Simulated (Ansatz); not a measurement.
A relaxed cell of SiGeTe2S2 is given with its symmetry left out. The cell was found from a structure generator's guess, not taken from experiment.

The calculation used DFT PBE, scalar-relativistic, plane waves, PAW (Ansatz). Cutoff 420 eV, Γ-centred mesh, Gaussian smearing, no spin polarisation.

```cif
data_structure
_symmetry_space_group_name_H-M 'P 1'
_symmetry_Int_Tables_number 1
_cell_length_a 3.4298
_cell_length_b 3.4298
_cell_length_c 13.4775
_cell_angle_alpha 90.000
_cell_angle_beta 90.000
_cell_angle_gamma 90.000
_cell_volume 158.54
loop_
_atom_site_label
_atom_site_type_symbol
_atom_site_fract_x
_atom_site_fract_y
_atom_site_fract_z
_atom_site_occupancy
Si1 Si 0.50000 0.50000 0.00000 1
Ge1 Ge 0.00000 0.00000 0.00000 1
Te1 Te 0.00000 0.00000 0.21259 1
Te2 Te 0.00000 0.00000 0.78741 1
S1 S 0.50000 0.00000 0.50000 1
S2 S 0.00000 0.50000 0.50000 1
```

Formation energies are uncorrected and refer to the elements' standard structures at the same level.

**Question.** Find its symmetry and describe it.

**Answer.** P4/mmm (No. 123). Conventional cell: a = 3.430 Å, c = 13.477 Å. Si is surrounded by 4 Ge at 2.43 Å; Ge is surrounded by 4 Si at 2.43 Å and 2 Te at 2.87 Å; Te has 1 Ge at 2.87 Å; around S lie 4 S at 2.43 Å.

**Question.** What is its formation energy per atom?

**Answer.** +0.49 eV/atom. A positive value: parting into the elements would lower its energy.

**Question.** Is it a metal?

**Answer.** Yes, bands cross the Fermi level on the 12×12×4 mesh.

The last run used a 12×12×4 mesh (in the run's order of axes) for its 6-atom cell and Gaussian smearing of 0.10 eV. No dispersion correction is applied, so the spacing and binding between layers, chains or molecules are poorly described. Spin–orbit coupling, which can matter for Te, is left out. The reference forms of S and Te are held partly by dispersion forces, which this level lacks. Symmetry constrained the relaxation, so the result can be a saddle point. Another cell of SiGeTe2S2 relaxed alike, in I4/mmm, lies 0.45 eV/atom lower, so this cell isn't the stable form at this level.
